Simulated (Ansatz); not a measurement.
LaSF (space group P4/nmm)

```
CELL_PARAMETERS angstrom
      4.05473     0.00000     0.00000
      0.00000     4.05473     0.00000
      0.00000     0.00000     6.97079
ATOMIC_POSITIONS crystal
  La 0.00000 0.50000 0.77004
  La 0.50000 0.00000 0.22996
  S  0.50000 0.00000 0.65165
  S  0.00000 0.50000 0.34835
  F  0.50000 0.50000 0.00000
  F  0.00000 0.00000 0.00000
```

Equation-of-state scan: isotropic scaling of the cell above, V₀ being its volume. The atoms relax within the cell's symmetry.

Level of theory: r2SCAN (plane waves to 500 eV, PAW, scalar-relativistic; Ansatz, an electronic-structure program). k mesh 8×8×5 (Γ-centred), Fermi-Dirac smearing 0.05 eV. Energies are smeared free energies. With the shape held, the modulus is that of even scaling; a crystal free to change shape is softer. LaSF is run without spin polarisation. LaSF was relaxed with its symmetry unable to fall. The zero of ΔE is the relaxed starting cell.

| V (Å³/atom) | ΔE (meV/atom) |
|---|---|
| 17.191 | 70.9 |
| 17.573 | 43.6 |
| 17.955 | 23.6 |
| 18.337 | 10.1 |
| 18.719 | 2.4 |
| 19.101 | 0.0 |
| 19.483 | 2.3 |
| 19.865 | 8.8 |
| 20.247 | 19.2 |
| 20.629 | 32.9 |
| 21.011 | 49.8 |

Q: What is the fitted pressure derivative B₀′?

A: 4.3.

Q: What bulk modulus at fixed cell shape B₀ follows from a third-order Birch-Murnaghan fit?

A: 98.8 GPa. Check by three points about V = 19.101 Å³/atom, step 0.382: d²E/dV² ≈ (2.4 − 2·0.0 + 2.3) meV / 0.382² = 0.0322 eV/Å⁶, and V·d²E/dV² × 160.2 = 98.6 GPa.

(Under strain, the slope of the energy per volume gives the stress and its curvature an elastic modulus.)
